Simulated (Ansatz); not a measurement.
Os (hcp, Mg type)

```xyz
2
Lattice="2.7549 0.0000 0.0000 -1.3774 2.3858 0.0000 0.0000 0.0000 4.3443" Properties=species:S:1:pos:R:3 pbc="T T T"
Os     0.0000     1.5905     3.2582
Os     1.3774     0.7953     1.0861
```

This relaxed cell (volume V₀) is scaled evenly in all directions, its shape held. Symmetry pins the atoms to their sites.

The numbers are results of PBE (plane waves to 420 eV, PAW, scalar-relativistic; Ansatz, a quantum-chemistry and plane-wave program), not measurements. k mesh 19×19×11 (Γ-centred), Fermi-Dirac smearing 0.05 eV. The energy includes the smearing's −TS. Stress and pressure are positive under compression. With the shape held, the modulus is that of even scaling; a crystal free to change shape is softer. Os is run without spin polarisation. Os was relaxed with its symmetry unable to fall. Spin-orbit coupling is left out, though Os is heavy. ΔE is measured from the relaxed starting cell. The last digit holds for this mesh only.

| V (Å³/atom) | ΔE (meV/atom) |
|---|---|
| 12.849 | withheld |
| 13.206 | 116.0 |
| 13.563 | 49.0 |
| 13.919 | 11.7 |
| 14.276 | 0.0 |
| 14.633 | 10.6 |
| 14.990 | 40.3 |
| 15.347 | 86.7 |
| 15.704 | 147.3 |

Fit a third-order Birch-Murnaghan form (E₀, V₀, B₀, B₀′ free) to the given rows and predict ΔE at V = 12.849.

Least squares on the 8 given rows: ΔE = E₀ + (9V₀B₀/16)·y²·[2 + (B₀′ − 4)y], y = (V₀/V)^(2/3) − 1, with V₀ = 14.276 Å³/atom, B₀ = 397.9 GPa (160.2 GPa = 1 eV/Å³; the term in eV is multiplied by 1000), B₀′ = 4.83, E₀ = 0.04 meV/atom; root-mean-square residual 0.07 meV/atom. At 12.849 the fit gives 217.4 meV/atom; the calculation gives 217.2 meV/atom, so the extrapolation is off by 0.2 (+0.1 %). For the pressure the fit gives 54.1 GPa against the computed 53.9 GPa.

(Under strain, the slope of the energy per volume gives the stress and its curvature an elastic modulus.)
